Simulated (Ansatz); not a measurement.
Sheets of one type (MA2Z4 (prismatic core, outer Z over the empty site)-type), DFT-r²SCAN+D4 in the program Ansatz with PAW potentials; HSE06 gaps on those cells.

```csv
layer,a (Å),thickness (Å)
MoGe2N4,2.993,7.31
VGe2N4,(withheld),(withheld)
NbGe2N4,3.052,7.30
VN4Si2,2.863,6.82
CrGe2N4,2.985,7.16
```

Q: Some entries are withheld; supply them.

A: 
- VGe2N4, a (Å): 2.976
- VGe2N4, thickness (Å): 7.21

Spin orders computed, not proven ground states: VGe2N4, MA2Z4 (prismatic core, outer Z over the empty site)-type layer ferromagnetic; NbGe2N4, MA2Z4 (prismatic core, outer Z over the empty site)-type layer ferromagnetic; VN4Si2, MA2Z4 (prismatic core, outer Z over the empty site)-type layer ferromagnetic; CrGe2N4, MA2Z4 (prismatic core, outer Z over the empty site)-type layer ferromagnetic. All cells were relaxed under the symmetry of their starts (and spin orders); stability against distortions was not tested throughout. Rows with no word on spin ran without spin polarisation. Scalar-relativistic: spin–orbit coupling is off unless named, which matters more the heavier the elements. Constructed layers (a layer type filled with these elements): MoGe2N4, MA2Z4 (prismatic core, outer Z over the empty site)-type layer; VGe2N4, MA2Z4 (prismatic core, outer Z over the empty site)-type layer; NbGe2N4, MA2Z4 (prismatic core, outer Z over the empty site)-type layer; VN4Si2, MA2Z4 (prismatic core, outer Z over the empty site)-type layer; CrGe2N4, MA2Z4 (prismatic core, outer Z over the empty site)-type layer.

Potentials: the later of the program's two PAW sets.
